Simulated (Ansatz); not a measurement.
**Question.** Free-standing sheets of MoN4Si2, MA2Z4 (prismatic core, outer Z over the empty site)-type layer and CrSnS3, CrSiTe3-type layer are relaxed with the program Ansatz at the PBE level (PAW). Aligned at the vacuum level, what band offsets and what type of junction result?

**Answer.** MoN4Si2: VBM -5.35, CBM -3.63 eV; CrSnS3: VBM -5.04, CBM -4.82 eV. Valence offset 0.31 eV (CrSnS3 higher), conduction offset 1.20 eV (CrSnS3 lower): type I (straddling).

Mismatch of the primitive lattice constants: 2.910 against 6.272 Å, 53.6 %.

Natural alignment of Kohn–Sham levels: no interface dipole, strain or quasiparticle shift.

Spin orders computed, not proven ground states: CrSnS3, CrSiTe3-type layer ferromagnetic. All cells were relaxed under the symmetry of their starts (and spin orders); stability against distortions was not tested throughout. Rows with no word on spin ran without spin polarisation. Spin–orbit coupling is left out wherever it is not named. Constructed layers (a layer type filled with these elements): CrSnS3, CrSiTe3-type layer.

Potentials: the later of the program's two PAW sets.

Edges and masses are those of Kohn–Sham bands, whose gap is no quasiparticle gap.
